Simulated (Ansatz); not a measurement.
YN:
```cif
data_NY
_chemical_formula_sum 'Y1 N1'
_space_group_name_H-M_alt 'P 1'
_space_group_IT_number 1
_cell_length_a 3.43383
_cell_length_b 3.43383
_cell_length_c 3.43383
_cell_angle_alpha 60.000
_cell_angle_beta 60.000
_cell_angle_gamma 60.000
loop_
_space_group_symop_operation_xyz
  'x, y, z'
loop_
_atom_site_label
_atom_site_type_symbol
_atom_site_fract_x
_atom_site_fract_y
_atom_site_fract_z
_atom_site_occupancy
Y1 Y 0.00000 0.00000 0.00000 1
N1 N 0.50000 0.50000 0.50000 1
```

Relaxed with PBEsol.

Task: Which orbitals make up the states near the band edges in DFT-PBEsol in the program Ansatz with PAW potentials?

Result: Top 1 eV of the valence band: N 2p 80 %, Y 4d 16 %. Bottom 1 eV of the conduction band: Y 4d 80 %, N 2p 19 %. Projections are on Löwdin-orthogonalised atomic valence shells; empty p or d shells of many metals are not among them.

Task: Tabulate the density of states.

Result: States/eV per cell of 2 atoms, in 0.25 eV bins, energy from the valence-band maximum.

```
E (eV)  total  N 2p  Y 4d  Y 5s
------  -----  ----  ----  ----
-7.85    0.00  0.00  0.00  0.00
-7.60    0.00  0.00  0.00  0.00
-7.35    0.00  0.00  0.00  0.00
-7.10    0.00  0.00  0.00  0.00
-6.85    0.00  0.00  0.00  0.00
-6.60    0.00  0.00  0.00  0.00
-6.35    0.00  0.00  0.00  0.00
-6.10    0.00  0.00  0.00  0.00
-5.85    0.00  0.00  0.00  0.00
-5.60    0.00  0.00  0.00  0.00
-5.35    0.00  0.00  0.00  0.00
-5.10    0.00  0.00  0.00  0.00
-4.85    0.00  0.00  0.00  0.00
-4.60    0.00  0.00  0.00  0.00
-4.35    0.00  0.00  0.00  0.00
-4.10    0.09  0.04  0.03  0.01
-3.85    0.31  0.16  0.11  0.03
-3.60    0.53  0.28  0.18  0.05
-3.35    0.98  0.54  0.30  0.09
-3.10    1.24  0.72  0.35  0.12
-2.85    1.34  0.82  0.33  0.13
-2.60    1.15  0.73  0.25  0.11
-2.35    1.07  0.70  0.26  0.07
-2.10    2.69  1.80  0.78  0.04
-1.85    3.41  2.36  0.90  0.03
-1.60    4.48  3.15  1.08  0.01
-1.35    2.44  1.71  0.62  0.01
-1.10    1.68  1.22  0.39  0.00
-0.85    1.37  1.06  0.26  0.00
-0.60    0.92  0.76  0.12  0.00
-0.35    0.26  0.23  0.03  0.00
-0.10    0.06  0.06  0.00  0.00
0.15     0.01  0.00  0.01  0.00
0.40     0.05  0.01  0.04  0.00
0.65     0.11  0.02  0.08  0.00
0.90     0.15  0.03  0.12  0.00
1.15     0.20  0.04  0.16  0.00
1.40     0.25  0.05  0.20  0.00
1.65     0.30  0.06  0.24  0.00
1.90     0.36  0.07  0.28  0.00
2.15     0.41  0.08  0.32  0.00
2.40     0.47  0.09  0.37  0.00
2.65     0.53  0.09  0.42  0.00
2.90     0.64  0.11  0.50  0.01
3.15     0.75  0.13  0.59  0.01
3.40     0.77  0.13  0.59  0.01
3.65     0.84  0.15  0.65  0.02
3.90     0.85  0.14  0.65  0.02
4.15     0.78  0.11  0.61  0.02
4.40     0.79  0.11  0.62  0.02
4.65     0.94  0.13  0.72  0.03
4.90     1.00  0.14  0.74  0.05
```

Space group Fm-3m (rock salt). Symmetry was held in the PBEsol relaxation. No spin polarisation was allowed. Spin–orbit coupling is left out wherever it is not named.

Potentials: the later of the program's two PAW sets.
